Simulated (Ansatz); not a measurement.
Given:

Mo₂N:
```cif
data_Mo6N3
_chemical_formula_sum 'Mo6 N3'
_space_group_name_H-M_alt 'R-3m :H'
_space_group_IT_number 166
_space_group_name_Hall '-R 3 2"'
_cell_length_a 2.87946
_cell_length_b 2.87946
_cell_length_c 14.98571
_cell_angle_alpha 90.000
_cell_angle_beta 90.000
_cell_angle_gamma 120.000
loop_
_atom_site_label
_atom_site_type_symbol
_atom_site_symmetry_multiplicity
_atom_site_Wyckoff_symbol
_atom_site_fract_x
_atom_site_fract_y
_atom_site_fract_z
_atom_site_occupancy
Mo1 Mo 6 c 0.00000 0.00000 0.24286 1
N1 N 3 a 0.00000 0.00000 0.00000 1
```
(The calculation used a cell of 3 atoms; values per cell refer to that cell.)

This is the r²SCAN-relaxed structure.

Question: All from r²SCAN (plane waves, PAW; program Ansatz), unless another level is named. Predict the electronic character.

Answer: metallic (no gap).

Question: Give the formation energy from the elements (no fitted shifts).

Answer: -0.30 eV/atom.

Question: Give the density of states at the Fermi level.

Answer: 0.53 states/eV per atom (mean over ±0.08 eV).

Question: And the gap with spin–orbit coupling?

Answer: none (metallic).

The first step of the workflow began from a Materials Project structure, measured or hypothetical; the Crystallography Open Database copy checked does not list it. COD files the formula under space group No. 141. Whether it is the stable phase at ambient conditions was not checked. The cell was relaxed with r²SCAN under the symmetry of its start; whether a distortion lowers the energy is not shown. The run is not spin-polarised. With an odd number of electrons in the cell and no spin polarisation, the count alone makes it a metal. The references are the lowest solids computed at this level, not always the standard phases (solids in place of the gases). Spin–orbit coupling is left out wherever it is not named.

Potentials: the earlier of the program's two PAW sets. The files were generated under PBE; for other functionals the program regenerates the frozen cores, and for LDA and PBEsol the local potential too.
